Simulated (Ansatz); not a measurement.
Consider the following.

HgTe:
```
HgTe
1.0
    4.12294     2.52276     0.00000
   -4.12294     2.52276     0.00000
   -2.92225     0.00000     7.29850
Hg Te
2 2
Direct
  0.00000   0.00000   0.50000
  0.00000   0.00000   0.00000
  0.36494   0.36494   0.25000
  0.63506   0.63506   0.75000
```

This is the PBE-relaxed structure. x, y and z are the axes in which the lattice vectors are written.

All from PBE in the plane-wave PAW code Ansatz, unless another level is named. Give the electron effective mass.

0.11, 0.52, 1.3 mₑ (principal values).

Next, the weight of the valence-edge state by species (Voronoi cells)?

Te 89 %, Hg 11 %.

Give the conduction-band minimum.

off the standard path, at k = (-0.031, 0.482, -0.424).

Space group C2/c. A made-up cell: these elements were put on the sites of a structure type; neither database checked (COD, Materials Project) lists it. It is not the phase usual at ambient conditions (space group No. 216). Symmetry was held in the PBE relaxation; whether a distortion lowers the energy is not shown. Scalar-relativistic: spin–orbit coupling is off unless named, which matters more the heavier the elements.

Potentials: the later of the program's two PAW sets.

Edges and masses are those of Kohn–Sham bands, whose gap is no quasiparticle gap.
